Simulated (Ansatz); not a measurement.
BeS:
```
CELL_PARAMETERS angstrom
      3.42358     0.00000     0.00000
     -1.71179     2.96490     0.00000
      0.00000     0.00000     7.74641
ATOMIC_POSITIONS crystal
  Be 0.00000 0.50000 0.33333
  Be 0.50000 0.50000 0.66667
  Be 0.50000 0.00000 0.00000
  S  0.00000 0.50000 0.83333
  S  0.50000 0.50000 0.16667
  S  0.50000 0.00000 0.50000
```

Relaxed with PBEsol.

**Question.** Decompose the optical modes at the zone centre into irreducible representations, and say which are infrared and Raman allowed.

**Answer.** Point group 622: Γ_opt = A2 + 2B1 + 2B2 + 3E1 + 2E2. Infrared: A2, E1. Raman: E1, E2.

**Question.** Assign frequencies (DFPT, PBEsol (plane waves, PAW; program Ansatz); without the LO–TO term).

**Answer.** E1 194, B2 196, B1 208, B1 314, E2 328, E1 408, A2 493, E1 519, B2 537, E2 633 cm⁻¹.

Subscripts of B labels follow the axes of the standard setting.

Space group P6_422. The start of the workflow was typed in or built on a structure type; neither database checked (COD, Materials Project) lists it. COD files the formula under space group No. 216, so this cell is another polymorph or a model. Whether it is the stable phase at ambient conditions was not checked. The cell was relaxed with PBEsol under the symmetry of its start; phonons on a q-mesh show no instability.

Potentials: the later of the program's two PAW sets.
